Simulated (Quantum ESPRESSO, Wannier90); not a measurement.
SrCl₂ (fluorite): Wannier90 run

Cell from Materials Project (mp-23209), symmetrised, no further relaxation. COD (Crystallography Open Database) has an entry of this formula and space group (matched by these alone). Method: PBEsol plane waves in Quantum ESPRESSO 7.5 (PseudoDojo norm-conserving files, 55 Ry, no spin polarisation, no spin-orbit coupling), Bloch states on a 8×8×8 mesh through Γ, Wannier90 4.0.1. Density: 8×8×8 mesh, cold smearing 0.01 Ry.

On the energy scale of pw.x, whose zero is arbitrary, the valence-band maximum lies at 2.98 eV.

Input w.win:

```
num_bands = 23
num_wann = 9
exclude_bands = 1-4
num_iter = 800
conv_tol = 1.0e-7
conv_window = 4
dis_num_iter = 0
dis_conv_tol = 1.0e-7
write_hr = true
write_u_matrices = true
auto_projections = true
begin unit_cell_cart
ang
    0.0000000000    3.4997450000    3.4997450000
    3.4997450000    0.0000000000    3.4997450000
    3.4997450000    3.4997450000    0.0000000000
end unit_cell_cart
begin atoms_frac
Sr   0.0000000000  0.0000000000  0.0000000000
Cl  -0.2500000000 -0.2500000000 -0.2500000000
Cl   0.2500000000  0.2500000000  0.2500000000
end atoms_frac
mp_grid = 8 8 8
begin kpoints
0.0000000000 0.0000000000 0.0000000000
0.0000000000 0.0000000000 0.1250000000
0.0000000000 0.0000000000 0.2500000000
... (509 more lines: the 8x8x8 mesh through Gamma)
end kpoints
```

Input of pw2wannier90.x that gives the overlap and projection files (equivalent; here they were cut from one run over all bands):

```
&inputpp
  outdir = './out'
  prefix = 'pwscf'
  seedname = 'w'
  write_amn = .true.
  write_mmn = .true.
  scdm_proj = .true.
  scdm_entanglement = 'erfc'
  scdm_mu = -1.241
  scdm_sigma = 4.055
/
```

Output w.wout (banner and timings cut):

```
                                    ------
                                    SYSTEM
                                    ------

                              Lattice Vectors (Ang)
                    a_1     0.000000   3.499745   3.499745
                    a_2     3.499745   0.000000   3.499745
                    a_3     3.499745   3.499745   0.000000

                   Unit Cell Volume:      85.73126  (Ang^3)

                        Reciprocal-Space Vectors (Ang^-1)
                    b_1    -0.897663   0.897663   0.897663
                    b_2     0.897663  -0.897663   0.897663
                    b_3     0.897663   0.897663  -0.897663

 *----------------------------------------------------------------------------*
 |   Site       Fractional Coordinate          Cartesian Coordinate (Ang)     |
 +----------------------------------------------------------------------------+
 | sr   1   0.00000   0.00000   0.00000   |    0.00000   0.00000   0.00000    |
 | cl   1  -0.25000  -0.25000  -0.25000   |   -1.74987  -1.74987  -1.74987    |
 | cl   2   0.25000   0.25000   0.25000   |    1.74987   1.74987   1.74987    |
 *----------------------------------------------------------------------------*
                                ------------
                                K-POINT GRID
                                ------------

             Grid size =  8 x  8 x  8      Total points =  512

 *---------------------------------- MAIN ------------------------------------*
 |  Number of Wannier Functions               :                 9             |
 |  Number of Objective Wannier Functions     :                 9             |
 |  Number of input Bloch states              :                23             |
 |  Output verbosity (1=low, 5=high)          :                 1             |
 |  Timing Level (1=low, 5=high)              :                 1             |
 |  Optimisation (0=memory, 3=speed)          :                 3             |
 |  Length Unit                               :               Ang             |
 |  Post-processing setup (write *.nnkp)      :                 F             |
 |  Using Gamma-only branch of algorithms     :                 F             |
 *----------------------------------------------------------------------------*
 *------------------------------- WANNIERISE ---------------------------------*
 |  Total number of iterations                :               800             |
 |  Number of CG steps before reset           :                 5             |
 |  Trial step length for line search         :             2.000             |
 |  Convergence tolerence                     :         0.100E-06             |
 |  Convergence window                        :                 4             |
 |  Iterations between writing output         :                 1             |
 |  Iterations between backing up to disk     :               100             |
 |  Write r^2_nm to file                      :                 F             |
 |  Write xyz WF centres to file              :                 F             |
 |  Write on-site energies <0n|H|0n> to file  :                 F             |
 |  Use guiding centre to control phases      :                 F             |
 |  Use phases for initial projections        :                 F             |
 *----------------------------------------------------------------------------*
 *------------------------------- DISENTANGLE --------------------------------*
 |  Using band disentanglement                :                 T             |
 |  Total number of iterations                :                 0             |
 |  Mixing ratio                              :             0.500             |
 |  Convergence tolerence                     :         1.000E-07             |
 |  Convergence window                        :                 3             |
 *----------------------------------------------------------------------------*
 *-------------------------------- PLOTTING ----------------------------------*
 |  Plotting Hamiltonian in WF basis          :                 T             |
 *----------------------------------------------------------------------------*

       ... (k-mesh section left out)

 Starting a new Wannier90 calculation ...

 Reading overlaps from w.mmn

 Reading projections from w.amn

 *------------------------------- DISENTANGLE --------------------------------*
 +----------------------------------------------------------------------------+
 |                              Energy  Windows                               |
 |                              ---------------                               |
 |                   Outer:  -10.27958  to   19.39710  (eV)                   |
 |                   No frozen states were specified                          |
 +----------------------------------------------------------------------------+
   Number of target bands to extract:    9

                   Unitarised projection of Wannier functions
                   ------------------------------------------
   A_mn = <psi_m|g_n> --> S = A.A^+ --> U = S^-1/2.A
   In dis_project... done
   No inner window (linner = F)

                   Extraction of optimally-connected subspace
                   ------------------------------------------
 +---------------------------------------------------------------------+<-- DIS
 |  Iter     Omega_I(i-1)      Omega_I(i)      Delta (frac.)           |<-- DIS
 +---------------------------------------------------------------------+<-- DIS

     <<< Warning: Maximum number of disentanglement iterations reached >>>
          <<< Disentanglement convergence criteria not satisfied >>>

 +----------------------------------------------------------------------------+

 Writing checkpoint file w.chk... done

 *------------------------------- WANNIERISE ---------------------------------*
 +--------------------------------------------------------------------+<-- CONV
 | Iter  Delta Spread     RMS Gradient      Spread (Ang^2)            |<-- CONV
 +--------------------------------------------------------------------+<-- CONV

 ------------------------------------------------------------------------------
 Initial State
  WF centre and spread    1  (  1.588021,  1.336393,  1.568087 )     1.62533022
  WF centre and spread    2  ( -1.350528, -1.427377, -1.618670 )     1.61702640
  WF centre and spread    3  (  2.183112,  1.612360,  1.992161 )     1.78583101
  WF centre and spread    4  ( -1.704168, -1.968017, -2.173842 )     1.42296339
  WF centre and spread    5  ( -2.121535, -1.542368, -1.754165 )     1.45300980
  WF centre and spread    6  ( -1.812060, -2.046670, -1.450731 )     1.51127493
  WF centre and spread    7  (  1.436432,  1.977673,  2.056502 )     1.54118126
  WF centre and spread    8  (  1.850445,  2.041006,  1.410268 )     1.49182707
  WF centre and spread    9  ( -0.085188,  0.023164,  0.178341 )     9.91720183
  Sum of centres and spreads ( -0.015469,  0.006164,  0.207949 )    22.36564592

      0     0.224E+02     0.0000000000       22.3656459156  <-- CONV
        O_D=      0.3902373 O_OD=      4.5137337 O_TOT=     22.3656459 <-- SPRD
 ------------------------------------------------------------------------------
      1    -0.118E+01     0.5086709006       21.1866054404  <-- CONV
        O_D=      0.3572786 O_OD=      3.3676518 O_TOT=     21.1866054 <-- SPRD
      2    -0.588E+00     0.5331389612       20.5985540564  <-- CONV
        O_D=      0.3160481 O_OD=      2.8208310 O_TOT=     20.5985541 <-- SPRD
      3    -0.331E+00     0.4691024051       20.2677684081  <-- CONV
        O_D=      0.3092027 O_OD=      2.4968907 O_TOT=     20.2677684 <-- SPRD
      4    -0.192E+00     0.3867280023       20.0761898184  <-- CONV
        O_D=      0.2912973 O_OD=      2.3232175 O_TOT=     20.0761898 <-- SPRD
      5    -0.118E+00     0.2914976398       19.9581555686  <-- CONV
        O_D=      0.2547763 O_OD=      2.2417043 O_TOT=     19.9581556 <-- SPRD
       ... (lines left out)
    100    -0.127E-02     0.0281972363       19.6483977751  <-- CONV
        O_D=      0.2128324 O_OD=      1.9738904 O_TOT=     19.6483978 <-- SPRD
       ... (lines left out)
    200    -0.366E-03     0.0167302462       19.5685719327  <-- CONV
        O_D=      0.2129596 O_OD=      1.8939374 O_TOT=     19.5685719 <-- SPRD
       ... (lines left out)
    300    -0.844E-04     0.0071052234       19.5478214226  <-- CONV
        O_D=      0.2130082 O_OD=      1.8731383 O_TOT=     19.5478214 <-- SPRD
       ... (lines left out)
    400    -0.186E-04     0.0033713915       19.5432283894  <-- CONV
        O_D=      0.2129732 O_OD=      1.8685802 O_TOT=     19.5432284 <-- SPRD
       ... (lines left out)
    500    -0.394E-05     0.0017159533       19.5422442938  <-- CONV
        O_D=      0.2129717 O_OD=      1.8675976 O_TOT=     19.5422443 <-- SPRD
       ... (lines left out)
    600    -0.812E-06     0.0007152431       19.5420353823  <-- CONV
        O_D=      0.2129669 O_OD=      1.8673935 O_TOT=     19.5420354 <-- SPRD
       ... (lines left out)
    700    -0.202E-06     0.0003907852       19.5419900923  <-- CONV
        O_D=      0.2129711 O_OD=      1.8673440 O_TOT=     19.5419901 <-- SPRD
       ... (lines left out)
    740    -0.206E-07     0.0001172417       19.5419823483  <-- CONV
        O_D=      0.2129699 O_OD=      1.8673374 O_TOT=     19.5419823 <-- SPRD
    741    -0.717E-07     0.0001202027       19.5419822766  <-- CONV
        O_D=      0.2129701 O_OD=      1.8673372 O_TOT=     19.5419823 <-- SPRD
    742    -0.470E-07     0.0002818339       19.5419822296  <-- CONV
        O_D=      0.2129701 O_OD=      1.8673372 O_TOT=     19.5419822 <-- SPRD
             <<<     Delta < 1.000E-07  over  4 iterations     >>>
             <<< Wannierisation convergence criteria satisfied >>>
 Final State
  WF centre and spread    1  (  1.447088,  1.445621,  1.459216 )     1.28877729
  WF centre and spread    2  ( -1.452845, -1.456342, -1.461660 )     1.28202148
  WF centre and spread    3  (  2.047508,  1.457174,  2.035289 )     1.28449170
  WF centre and spread    4  ( -1.448123, -2.053150, -2.046033 )     1.28824296
  WF centre and spread    5  ( -2.053113, -1.444565, -2.040955 )     1.28932576
  WF centre and spread    6  ( -2.043959, -2.044270, -1.463174 )     1.28284856
  WF centre and spread    7  (  1.455643,  2.043795,  2.038846 )     1.28104015
  WF centre and spread    8  (  2.050687,  2.054780,  1.452947 )     1.28901008
  WF centre and spread    9  ( -0.012118, -0.004554,  0.245951 )     9.25622427
  Sum of centres and spreads ( -0.009233, -0.001512,  0.220427 )    19.54198223

         Spreads (Ang^2)       Omega I      =    17.461674985
        ================       Omega D      =     0.212970078
                               Omega OD     =     1.867337166
    Final Spread (Ang^2)       Omega Total  =    19.541982230
```
